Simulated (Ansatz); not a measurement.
Structure relaxation, PtSe2

The start is a generated trial cell of PtSe2 in the marcasite structure type. The structure is fully relaxed (lattice and positions, P = 0) with PBE (plane waves to 420 eV, PAW, scalar-relativistic; Ansatz, a first-principles code). The first steps use a coarse 5×4×6 k-mesh.

Input geometry:
```
CELL_PARAMETERS angstrom
      5.07398     0.00000     0.00000
      0.00000     6.19276     0.00000
      0.00000     0.00000     3.86594
ATOMIC_POSITIONS crystal
  Pt 0.00000 0.00000 0.00000
  Pt 0.50000 0.50000 0.50000
  Se 0.20040 0.37870 0.00000
  Se 0.70040 0.12130 0.50000
  Se 0.29960 0.87870 0.50000
  Se 0.79960 0.62130 0.00000
```

- Initial pressure = +6 GPa (positive: the cell is compressed)
- Largest initial force = about 0.5 eV/Å, on Se3, Se4, Se5, Se6 (atoms numbered as listed)
- Energy released = 0.05 eV/atom
- Volume change = +5.6 %, from 20.25 to 21.39 Å³/atom
- Shortest distances (start → end) = The closest pairs of elements (up to four, under 3.6 Å), start → end: Se–Se 2.53 → 2.95 Å; Pt–Se 2.56 → 2.55 Å
- Band gap at the end = zero (metallic)
- Optimiser moves = 17

Final structure:

```cif
data_Pt2Se4
_chemical_formula_sum 'Pt2 Se4'
_space_group_name_H-M_alt 'Pnnm'
_space_group_IT_number 58
_space_group_name_Hall '-P 2 2n'
_cell_length_a 5.47762
_cell_length_b 5.98809
_cell_length_c 3.91258
_cell_angle_alpha 90.000
_cell_angle_beta 90.000
_cell_angle_gamma 90.000
loop_
_atom_site_label
_atom_site_type_symbol
_atom_site_symmetry_multiplicity
_atom_site_Wyckoff_symbol
_atom_site_fract_x
_atom_site_fract_y
_atom_site_fract_z
_atom_site_occupancy
Pt1 Pt 2 a 0.00000 0.00000 0.00000 1
Se1 Se 4 g 0.23313 0.62352 0.00000 1
```

Final values are on a 9×8×12 k-mesh of the relaxed cell. No spin polarisation in the result.

The run could not lose the symmetry of its start: the end is stationary, and may be a saddle point rather than a minimum.

The relaxed structure here is a generated cell of PtSe2: the first start was made by placing the elements on the sites of a structure type, and the end was not matched to a known phase here, so it may be hypothetical. Known forms of PtSe2 include space group No. 164.
